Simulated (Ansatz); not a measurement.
NbC (rock salt), relaxed with PBEsol (Ansatz, a program for electronic structure, plane waves, PAW): a = b = c = 4.450 Å, α = β = γ = 90.00°.

| Property | Value |
|---|---|
| ΔH_f (eV/atom) | -0.62 |
| B₀ by P(V) fit (GPa) | 320 |
| K_Hill (GPa) | 320 |
| G_Hill (GPa) | 217 |
| highest Γ mode, no LO–TO term (cm⁻¹) | 542 |
| Θ_D (K) | 776 |

### Question
The same phase is relaxed and computed with PBE in the same code. What are the cell and these values now?

### Answer
a = b = c = 4.4850 Å, α = β = γ = 90.00°.

ΔH_f (eV/atom): -0.54
B₀ by P(V) fit (GPa): 300
K_Hill (GPa): 300
G_Hill (GPa): 205
highest Γ mode, no LO–TO term (cm⁻¹): 517
Θ_D (K): 756

All cells were relaxed under the symmetry of their starts (and spin orders); stability against distortions was not tested throughout. Rows with no word on spin ran without spin polarisation. Spin–orbit coupling is left out wherever it is not named.

Potentials: the later of the program's two PAW sets.

Ansatz is a plane-wave DFT program.

Formation energies count from the lowest solids of the elements computed at the same level, not from gases.
